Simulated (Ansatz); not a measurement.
# InSe at a changed volume — In-115 NMR of the central transition

Cell: a structure deposited in the COD, relaxed with PBE at fixed cell and then changed (volume scaled by 1.02, ions relaxed).

```cif
data_InSe
_symmetry_space_group_name_H-M 'P6_3/mmc'
_symmetry_Int_Tables_number 194
_cell_length_a 4.0768
_cell_length_b 4.0768
_cell_length_c 17.0421
_cell_angle_alpha 90.000
_cell_angle_beta 90.000
_cell_angle_gamma 120.000
loop_
_atom_site_label
_atom_site_type_symbol
_atom_site_symmetry_multiplicity
_atom_site_Wyckoff_symbol
_atom_site_fract_x
_atom_site_fract_y
_atom_site_fract_z
In In 4 f 0.3333 0.6667 0.1676
Se Se 4 f 0.3333 0.6667 0.5933
```

One atom of each set is listed.

Method: Kohn–Sham DFT in Ansatz, PBE, plane waves and PAW, scalar-relativistic, 420 eV cutoff, Γ-centred 13×13×3 k-points, Fermi–Dirac smearing 0.05 eV.

In-115 has I = 9/2 and Q = 772.0 mb (Pyykkö 2018); at 14.1 T its Larmor frequency is ν₀ = 132.3 MHz (from the bare nuclear moment; shielding lowers the observed one by a per cent or two). Only the quadrupole interaction is simulated: positions count from each site's isotropic chemical shift, and shift anisotropy, dipolar and J coupling are left out.

**Question.** Give C_Q, η, the quadrupolar product P_Q = |C_Q|(1 + η²/3)^½, the second-order isotropic shift and the breadth of the pattern (static powder) for each In site.

**Answer.** 

```csv
site,first shell,C_Q (MHz),η,P_Q (MHz),δ_QIS (ppm),breadth (kHz)
In,3 Se at 2.67 Å; also 1 In at 2.81 Å,-198,0.00,198,-3112,2145
```

δ_QIS = −(ν_Q²/30ν₀²)[I(I+1) − 3/4](1 + η²/3) × 10⁶ ppm with ν_Q = 3|C_Q|/[2I(2I−1)]; it falls as 1/B₀² in ppm, and the breadth as 1/B₀ in kHz.

An axis of threefold or higher order runs through In, so V_zz lies along it and η is zero.

Without spin–orbit coupling (the program notes it for In) the gradients can shift somewhat, as the gap is small. With a gap of 0.3 eV under a smearing of 0.05 eV the band edges are partly filled, so small gradients can hang on the smearing and the k-mesh.
